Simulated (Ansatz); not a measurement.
Data:

SnO:
```yaml
crystal:
  lattice:
    - [3.29219, 0.00000, 0.00000]
    - [0.00000, 5.67778, 0.00000]
    - [0.00000, 0.00000, 3.70639]
  atoms:
    - { symbol: Sn, position: [0.00000, 0.23592, 0.53471] }
    - { symbol: Sn, position: [0.50000, 0.76408, 0.03471] }
    - { symbol: O, position: [0.00000, 0.88207, 0.71529] }
    - { symbol: O, position: [0.50000, 0.11793, 0.21529] }
```

This is the LDA-relaxed structure. Cartesian axes are those of the cell as given.

Q: All from DFT-LDA in the program Ansatz with PAW potentials, unless another level is named. Estimate the vibrational entropy at 300 K.

A: 29.4 J/(K·mol of atoms).

Q: Give the piezoelectric stress constants (proper, relaxed ions, C/m²).

A: e15 = -0.58, e24 = 0.32, e31 = -0.69, e32 = 0.19, e33 = -1.40.

Q: Predict the Poisson's ratio.

A: 0.25.

Space group Pmn2_1. The first step of the workflow began from a Materials Project structure, measured or hypothetical; the Crystallography Open Database copy checked does not list it. It is not the phase usual at ambient conditions (space group No. 129). Symmetry was held in the LDA relaxation; phonons on a q-mesh show no instability. A crystal of weakly bound layers computed without a dispersion correction: the cell and the soft elastic constants depend strongly on that. Scalar-relativistic: spin–orbit coupling is off unless named, which matters more the heavier the elements.

Potentials: the later of the program's two PAW sets.
